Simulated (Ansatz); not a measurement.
According to plane-wave PAW PBEsol (Ansatz code), GaPd3N in the anti-perovskite structure (Pm-3m) relaxes to a = 4.085 Å. Ga has 12 nearest neighbours from 2.89 Å (cuboctahedral); N has 6 nearest neighbours from 2.04 Å (octahedral). Its formation energy from the elements is 0.066 eV/atom, with no fitted shifts.

Electronic character: metallic (no gap). Gap from PBEsol with spin–orbit coupling: none (metallic).

An equation-of-state fit gives a bulk modulus of 185 GPa. The relaxed-ion elastic constants in GPa are C11 = 283, C12 = 136, C44 = 18.1. The elastic constants imply a Debye temperature near 260 K. The highest mode at Γ lies at 519 cm⁻¹.

The start of the workflow was typed in or built on a structure type; neither database checked (COD, Materials Project) lists it. Whether it is the stable phase at ambient conditions was not checked. The PBEsol relaxation kept the symmetry of its start. At this level the phase is dynamically unstable (imaginary phonons). The run is not spin-polarised. As this level gives no gap, shear constants depend on the k-mesh and smearing (Fermi–Dirac, 0.1 eV here). As this level gives no gap, phonon frequencies hold no LO–TO term and depend on the k-mesh and smearing (Fermi–Dirac, 0.1 eV here). The references are the lowest solids computed at this level, not always the standard phases (solids in place of the gases). Spin–orbit coupling is left out wherever it is not named.

Potentials: the earlier of the program's two PAW sets. The files were generated under PBE; for other functionals the program regenerates the frozen cores, and for LDA and PBEsol the local potential too.
